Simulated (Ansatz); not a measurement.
Cd₁₅O₁₆Sc:
```
CELL_PARAMETERS angstrom
     -4.70658     4.70658     4.70658
      4.70658    -4.70658     4.70658
      4.70658     4.70658    -4.70658
ATOMIC_POSITIONS crystal
  Cd 0.50000 0.50000 0.00000
  Cd 0.50000 0.00000 0.50000
  Cd 0.00000 0.50000 0.50000
  Cd 0.50022 0.25011 0.25011
  Cd 0.00000 0.74989 0.25011
  Cd 0.00000 0.25011 0.74989
  Cd 0.49978 0.74989 0.74989
  Cd 0.25011 0.50022 0.25011
  Cd 0.74989 0.00000 0.25011
  Cd 0.74989 0.49978 0.74989
  Cd 0.25011 0.00000 0.74989
  Cd 0.25011 0.25011 0.50022
  Cd 0.74989 0.74989 0.49978
  Cd 0.74989 0.25011 0.00000
  Cd 0.25011 0.74989 0.00000
  O  0.00000 0.23110 0.23110
  O  0.50000 0.75000 0.25000
  O  0.50000 0.25000 0.75000
  O  0.00000 0.76890 0.76890
  O  0.50000 0.50000 0.50000
  O  0.00000 0.00000 0.50000
  O  0.00000 0.50000 0.00000
  O  0.50000 0.00000 0.00000
  O  0.23110 0.23110 0.00000
  O  0.76890 0.76890 0.00000
  O  0.75000 0.25000 0.50000
  O  0.25000 0.75000 0.50000
  O  0.23110 0.00000 0.23110
  O  0.75000 0.50000 0.25000
  O  0.76890 0.00000 0.76890
  O  0.25000 0.50000 0.75000
  Sc 0.00000 0.00000 0.00000
```

Relaxed with r²SCAN.

Question: Map the electron localisation function on the plane through (0.500, 0.500, 0.000) spanned by u = [1, 1, 0] and v = [1, 0, 1] in lattice vectors, from r²SCAN in the plane-wave PAW code Ansatz.

Answer: x is the fraction of u, y of v (the angle between them is 90°; rows are the nearest grid lines); atoms in the plane: Cd at (0.00, 0.00), Cd at (0.50, 0.50), Cd at (0.00, 0.50), Cd at (0.75, 0.25), Cd at (0.25, 0.25), Cd at (0.75, 0.75), Cd at (0.25, 0.75), O at (0.73, 0.00), O at (0.27, 0.00), O at (0.75, 0.50).
```
|9864201788426882177227712886248871024689|
|6643101588888872047887402788888851013466|
|4432000367888751004774101578887630002344|
|0000000000000000012222100000000000000000|
|8875200234443100378888730013444320025788|
|5788401457875410488558840145787541048875|
|2588402468986420488668840246898642048852|
|8887301346654310268888620134566431037888|
|4432000011211000001111000001121100002344|
|1110000234443210001221000123444320000111|
|4431002578887520023443200257888752001344|
|8764104887578840146776410488757884014678|
|8764104887578840146776410488757884014678|
|4431002578887520023443200257888752001344|
|1110000234443210001221000123444320000111|
|4432000011211000001111000001121100002344|
|8887301346654310268888620134566431037888|
|2588402468986420488668840246898642048852|
|5788401457875410488558840145787541048875|
|8875200234443100378888730013444320025788|
|0000000000000000012222100000000000000000|
|4432000367888751014774001578887630002344|
|6643101588888872047887402788888851013466|
|9864201788426882177227712886248871024689|
```
Scale: ten equal steps from 0.043 (start of '0') to 0.920 (end of '9'), in the order '0123456789'; x runs from 0.000 to 1.00, y from 0.000 (bottom) to 1.00 (top).

The density is the valence pseudo-density with augmentation charge, so density and ELF within about 1 Å of a nucleus are not all-electron values.

Space group Im-3m. The start of the workflow was typed in or built on a structure type; neither database checked (COD, Materials Project) lists it. Its standing as an ambient phase is unchecked. The cell was relaxed with r²SCAN under the symmetry of its start; its stability against distortions is not shown here. No spin polarisation was allowed.

Potentials: the later of the program's two PAW sets.
